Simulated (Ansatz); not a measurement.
Q: SiNi in space group Pnma (No. 62; Si on 4c, Ni on 4c) is relaxed with plane-wave PAW LDA (Ansatz code). What lattice parameters of the conventional cell result?

A: a = 5.044 Å, b = 3.337 Å, c = 5.474 Å.

Q: Give the free coordinates with the occupied sites.

A: In one choice of origin and axes:

```json
[
 {"atom": "Si", "site": "4c", "symmetry": ".m.", "x": "0.1800", "y": "0.2500", "z": "0.4126"},
 {"atom": "Ni", "site": "4c", "symmetry": ".m.", "x": "0.0091", "y": "0.2500", "z": "0.8122"}
]
```

Q: Is it a metal or does it have a gap at this level?

A: No gap at this level.

Symmetry was held in the LDA relaxation. No spin polarisation was allowed.

Potentials: the later of the program's two PAW sets.
